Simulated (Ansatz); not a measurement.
Input and command of a calculation in Ansatz (plane waves; scalar-relativistic PAW potentials unless the input names others):

```yaml
crystal:
  lattice:
    - [4.1215724616, 0.0, 0.0]
    - [0.0, 4.1215724616, 0.0]
    - [0.0, 0.0, 7.283874196]
  atoms:
    - { symbol: Al, position: [0.5, 0.0, 0.244595591] }
    - { symbol: Al, position: [0.0, 0.5, 0.755404409] }
    - { symbol: Zn, position: [0.0, 0.0, 0.5] }
    - { symbol: Zn, position: [0.5, 0.5, 0.5] }
    - { symbol: Sb, position: [0.5, 0.0, 0.855449584] }
    - { symbol: Sb, position: [0.0, 0.5, 0.144550416] }
basis:
  ecutwfc: 420
  xc_grid: 3
kpoints:
  mp_grid: { grid: [10, 10, 6] }
hamiltonian:
  xc: pbe
scf:
  occupations: { method: gaussian, width: 0.1 }
output:
  forces: true
  eigenvalues: true
  stress: true
relax:
  adjacent_minimum: "off"
  f_tol: 0.005
  max_steps: 80
  cell: { stress_tol: 0.05 }
  max_displacement: 0.05
```

```bash
ansatz run input.yaml --threads 1 --pin off --max-ram 2560MiB --backend cpu --events-out ev --progress --plain --runs-dir out
```

Abridged log:
```
Pseudopotentials: kind: paw
Pseudopotential: Al, paw, valence charge 3, recommended cutoff 420 eV (normal)
Pseudopotential: Zn, paw, valence charge 12, recommended cutoff 420 eV (normal)
Pseudopotential: Sb, paw, valence charge 15, recommended cutoff 420 eV (normal)
Functional definition: PBE
Crystal: 6 atoms, lattice volume = 123.734 Å³
Basis set: ecut = 420 eV, 2393 PW (Γ), exchange–correlation on 90×90×150 points (27 copies of the dense FFT grid, shifted against one another)
Bands: 36, of which v1, the nominal top of the filled ones, is band 30 counted from 1 (29 counted from 0)
Symmetry: 16 space group operations
Space group: P4/nmm (ITA 129), of the structure as read, at distance tolerance 5.0e-5 Å
k-points: 84 of 600
Initial density: superposition of atomic densities (neutral atoms: chi_scale 0, normalization atom), corrected by the library's trained network
Initial wavefunctions: pseudopotential atomic-orbital guess
Functional: x = pbe(κ = 0.804, μ = 0.21951497), c = pbe(β = 0.06672455)
SCF iter   1: F=—  HF=-20681.261386 eV  |F-HF|=—  |Δ(HF+E_count)|=         —  Δρ=1.72e-3  dr2=1.13e-2  ethr=1.77e-3  ⟨swp⟩=6.9  Hψ=13747  notcnv=0
SCF iter   2: F=—  HF=-20681.258998 eV  |F-HF|=—  |Δ(HF+E_count)|=   2.39e-3  Δρ=1.14e-3  dr2=7.18e-3  ethr=1.88e-5  ⟨swp⟩=2.7  Hψ=5916  notcnv=0
SCF iter   3: F=—  HF=-20681.258567 eV  |F-HF|=—  |Δ(HF+E_count)|=   4.31e-4  Δρ=1.11e-3  dr2=1.19e-3  ethr=1.20e-5  ⟨swp⟩=2.0  Hψ=4456  notcnv=0
SCF iter   4: F=—  HF=-20681.258017 eV  |F-HF|=—  |Δ(HF+E_count)|=   5.49e-4  Δρ=3.62e-4  dr2=3.18e-4  ethr=1.98e-6  ⟨swp⟩=2.0  Hψ=4477  notcnv=0
SCF iter   5: F=—  HF=-20681.257945 eV  |F-HF|=—  |Δ(HF+E_count)|=   7.29e-5  Δρ=1.30e-4  dr2=3.22e-5  ethr=5.29e-7  ⟨swp⟩=3.0  Hψ=5484  notcnv=0
SCF iter   6: F=—  HF=-20681.257940 eV  |F-HF|=—  |Δ(HF+E_count)|=   4.49e-6  Δρ=4.85e-5  dr2=1.03e-5  ethr=5.37e-8  ⟨swp⟩=2.0  Hψ=5485  notcnv=0
SCF iter   7: F=—  HF=-20681.257938 eV  |F-HF|=—  |Δ(HF+E_count)|=   2.10e-6  Δρ=1.43e-5  dr2=8.29e-7  ethr=1.71e-8  ⟨swp⟩=2.1  Hψ=3451  notcnv=0
SCF iter   8: F=-20681.257938 eV  HF=-20681.257938 eV  |F-HF|=8.86e-8  |Δ(HF+E_count)|=   1.25e-7  Δρ=4.82e-6  dr2=9.18e-8  ethr=1.67e-10  ⟨swp⟩=6.9  Hψ=12624  notcnv=0
SCF 1 converged in 8 iterations: F = -20681.257938 eV  dr2 = 9.18e-8
relax step   1: F+E_penalty+E_count = -20681.25793778 eV  Δ(F+E_penalty+E_count) = +0.000e0 eV  max|allowed force component| = 2.083e-1 eV/Å  Δτ_max = 0.0000 Å  P = -0.170 GPa  Ω = 123.734 Å³  (8 SCF iters, dr2 threshold 1.00e-7 eV, accepted)
Crystal: 6 atoms, lattice volume = 122.834 Å³
Basis set: ecut = 420 eV, 2401 PW (Γ), exchange–correlation on 90×90×150 points (27 copies of the dense FFT grid, shifted against one another)
Initial density: handed on by an earlier stage of this run
Initial wavefunctions: those handed on with the density
   ...
SCF iter   7: F=-20681.330236 eV  HF=-20681.330236 eV  |F-HF|=2.91e-11  |Δ(HF+E_count)|=  5.17e-10  Δρ=5.34e-7  dr2=4.20e-10  ethr=4.31e-12  ⟨swp⟩=5.0  Hψ=12551  notcnv=0
SCF 6 converged in 7 iterations: F = -20681.330236 eV  dr2 = 4.20e-10
relax step   6: F+E_penalty+E_count = -20681.33023553 eV  Δ(F+E_penalty+E_count) = -4.964e-5 eV  max|allowed force component| = 2.333e-3 eV/Å  Δτ_max = 0.0019 Å  P = +0.005 GPa  Ω = 122.962 Å³  energy of the carried Pulay correction = +2.759e-4 eV  (7 SCF iters, dr2 threshold 2.59e-9 eV, accepted)
Basis set: ecut = 420 eV, 2417 PW (Γ), exchange–correlation on 81×81×162 points (27 copies of the dense FFT grid, shifted against one another)
Initial wavefunctions: pseudopotential atomic-orbital guess (no wavefunctions were taken with the density)
SCF iter   1: F=—  HF=-20681.329686 eV  |F-HF|=—  |Δ(HF+E_count)|=         —  Δρ=3.31e-4  dr2=3.28e-6  ethr=8.43e-7  ⟨swp⟩=2.9  Hψ=20374  notcnv=0
SCF iter   2: F=—  HF=-20681.330146 eV  |F-HF|=—  |Δ(HF+E_count)|=   4.59e-4  Δρ=1.70e-4  dr2=1.23e-6  ethr=5.47e-9  ⟨swp⟩=2.1  Hψ=4480  notcnv=0
SCF iter   3: F=—  HF=-20681.330301 eV  |F-HF|=—  |Δ(HF+E_count)|=   1.55e-4  Δρ=3.12e-5  dr2=2.29e-7  ethr=2.06e-9  ⟨swp⟩=2.0  Hψ=4496  notcnv=0
SCF iter   4: F=—  HF=-20681.330304 eV  |F-HF|=—  |Δ(HF+E_count)|=   3.24e-6  Δρ=2.16e-6  dr2=3.34e-9  ethr=3.82e-10  ⟨swp⟩=2.0  Hψ=4501  notcnv=0
SCF iter   5: F=—  HF=-20681.330327 eV  |F-HF|=—  |Δ(HF+E_count)|=   2.31e-5  Δρ=9.61e-7  dr2=6.55e-10  ethr=5.57e-12  ⟨swp⟩=2.0  Hψ=4739  notcnv=0
SCF iter   6: F=—  HF=-20681.330327 eV  |F-HF|=—  |Δ(HF+E_count)|=   1.00e-9  Δρ=4.95e-7  dr2=1.03e-10  ethr=1.09e-12  ⟨swp⟩=2.0  Hψ=4543  notcnv=0
SCF iter   7: F=-20681.330327 eV  HF=-20681.330327 eV  |F-HF|=7.28e-12  |Δ(HF+E_count)|=  7.86e-10  Δρ=7.09e-8  dr2=1.28e-11  ethr=1.00e-12  ⟨swp⟩=4.1  Hψ=10207  notcnv=0
SCF 7 converged in 7 iterations: F = -20681.330327 eV  dr2 = 1.28e-11
SCF converged after 7 iterations
Free energy (F): -20681.330327 eV
Harris-Foulkes:  -20681.330327 eV  (|F-HF|=7.28e-12)
Internal energy: -20681.317354 eV  (E = F + TS)
E sigma→0 (E₀):  -20681.323841 eV
Entropy (-TS):   -0.012974 eV (-2.162 meV/atom)
Fermi energy:    9.725370 eV
--- Forces (eV/Å), atoms counted from 1 ---
  atom   1  Al     0.00000000     0.00000000     0.00175298
  atom   2  Al     0.00000000     0.00000000    -0.00175298
  atom   3  Zn     0.00000000     0.00000000     0.00000000
  atom   4  Zn     0.00000000     0.00000000     0.00000000
  atom   5  Sb     0.00000000     0.00000000     0.00057557
  atom   6  Sb     0.00000000     0.00000000    -0.00057557
--- Stress (GPa, compression-positive) ---
       -0.008496       0.000000       0.000000
        0.000000      -0.008496       0.000000
        0.000000       0.000000       0.036727
  P = ⅓ Tr σ = 0.0066 GPa (0.066 kbar)
--- Relaxed structure (6 steps of the walk, 6 accepted, 1 SCFs on fresh bases) ---
  F+E_penalty+E_count = -20681.33032743 eV   max|allowed force component| = 1.753e-3 eV/Å   (the final SCF, on the basis selected at the relaxed cell)
  cell:  # Å, volume = 122.9625 Å³
    - [4.00382395, 0.0, 0.0]
    - [0.0, 4.00382395, 0.0]
    - [0.0, 0.0, 7.67048088]
  atoms:
    - { symbol: Al, position: [0.5, 0.0, 0.24017362] }
    - { symbol: Al, position: [0.0, 0.5, 0.75982637] }
    - { symbol: Zn, position: [0.0, 0.0, 0.5] }
    - { symbol: Zn, position: [0.5, 0.5, 0.5] }
    - { symbol: Sb, position: [0.5, 0.0, 0.84976175] }
    - { symbol: Sb, position: [0.0, 0.5, 0.15023824] }
```

Apart from outputs and empty bands, the input differs from a reference run on usual settings in basis.xc_grid: not typed → 3; relax.f_tol: 0.01 → 0.005; relax.max_displacement: not typed → 0.05. The reference, at the same start, ended its own course with a relaxed volume of 20.50 Å³/atom, pressure -0.02 GPa, largest force 0.005 eV/Å, no gap on the mesh. This run converged in 47 SCF iterations over all its steps (reference: 41) with an energy at zero smearing 0.01 meV/atom below the reference's, a relaxed volume of 20.49 Å³/atom, pressure 0.01 GPa, largest force 0.002 eV/Å, no gap on the mesh.

It took 2.5 min on 1 thread of Oxide Virtual Turin-like Processor (Zen 5), with other jobs on the host, peak memory 0.67 GiB.